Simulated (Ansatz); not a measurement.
**Pressure against volume in Cd2HgSe3**

It was reached by relaxing an invented guess, and it needn't be the stable form of this composition.

All numbers below come from DFT PBE, scalar-relativistic, plane waves, PAW in Ansatz 0.2.0. Plane waves to 420 eV, an 8×8×4 mesh through Γ for the 6-atom cell and 0.02 eV Gaussian smearing; no spin polarisation.

```
Cd Hg Se
1.0
     3.80657   -2.14400    0.00000
     3.80657    2.14400    0.00000
    -1.00780    0.00000    9.99830
Cd Hg Se
2 1 3
Direct
  0.40896 0.00308 0.33588
  0.99692 0.59104 0.66412
  0.68639 0.31361 0.00000
  0.45411 0.03197 0.82134
  0.48558 0.51442 0.50000
  0.96803 0.54589 0.17866
```

The cell was set to several volumes, with shape and atoms relaxed at each where symmetry leaves them free. Pressure is positive in compression, and energies count from the lowest row.

| row | V (Å³/atom) | P (GPa) | ΔE (meV/atom) | gap on mesh (eV) |
| --- | --- | --- | --- | --- |
| 1 | 23.936 | 4.34 | 41.8 | 0.63 |
| 2 | 24.752 | 3.16 | 22.8 | 0.65 |
| 3 | 25.568 | ? | ? | ? |
| 4 | 26.384 | 0.95 | 2.3 | 0.66 |
| 5 | 27.200 | -0.01 | 0.0 | 0.66 |
| 6 | 28.016 | -0.79 | 2.0 | 0.67 |
| 7 | 28.832 | -1.40 | 7.6 | 0.67 |
| 8 | 29.920 | -1.99 | 19.1 | 0.69 |

Q: Find B = −V·ΔP/ΔV from rows 4 and 6 and from rows 1 and 2, and from the two its slope B′ and its value B0 at zero pressure.

A: Rows 4 and 6 give −(26.384 + 28.016)/2 × (-0.79 − (0.95))/(28.016 − 26.384) = 29.0 GPa at a mean pressure of 0.08 GPa. Rows 1 and 2 give −(23.936 + 24.752)/2 × (3.16 − (4.34))/(24.752 − 23.936) = 35.2 GPa at a mean pressure of 3.75 GPa. So B′ = (35.2 − 29.0)/(3.75 − (0.08)) = 1.69 and B0 = 29.0 − 1.69 × (0.08) = 28.9 GPa. A third-order Birch–Murnaghan fit to all the energies gives B0 = 27.0 GPa and B′ = 4.1.

Q: Estimate the pressure and energy of row 3.

A: From row 5, V0 = 27.200 × (1 + (-0.01)/28.9) = 27.191 Å³/atom. Murnaghan's form P = (B0/B′)·[(V0/V)^B′ − 1] gives (28.9/1.69) × [(27.191/25.568)^1.69 − 1] = 1.87 GPa; the computed pressure is 2.00 GPa, so the estimate is off by -0.13 GPa. The work of compression from row 4, with the mean of the two pressures, gives ΔE = 2.3 + (1.87 + 0.95)/2 × (26.384 − 25.568)/160.2 × 1000 = 9.5 meV/atom (1 eV/Å³ = 160.2 GPa); the computed value is 9.7 meV/atom.

Q: Fit the gap against pressure through the other rows and estimate it at the computed pressure of row 3.

A: Over the 7 rows the mean pressure is 0.6086 GPa and the mean gap is 0.661 eV. The sums of products of deviations are S_xx = 33.68 and S_xy = -0.2495, so the slope is -0.2495/33.68 = -0.007408 (r = -0.94, rms misfit 0.01 eV). At 2.00 GPa the line gives 0.661 + (-0.007408) × (2.00 − 0.6086) = 0.65 eV. The computed value is 0.65 eV, so the line is off by 0.00 eV, less than the largest miss among the fitted rows (0.01 eV). The rows follow a line poorly: the gap bends, or the lowest transition changes along the series.

These runs have no spin–orbit coupling, which can matter for Hg. Kohn–Sham gaps at this level usually fall short of measured ones. The missing spin–orbit coupling can work the other way here. All volumes keep the k mesh of the relaxed cell. A later test with randomly moved atoms came back to the same energy, though modes that don't fit the test's cell weren't probed.
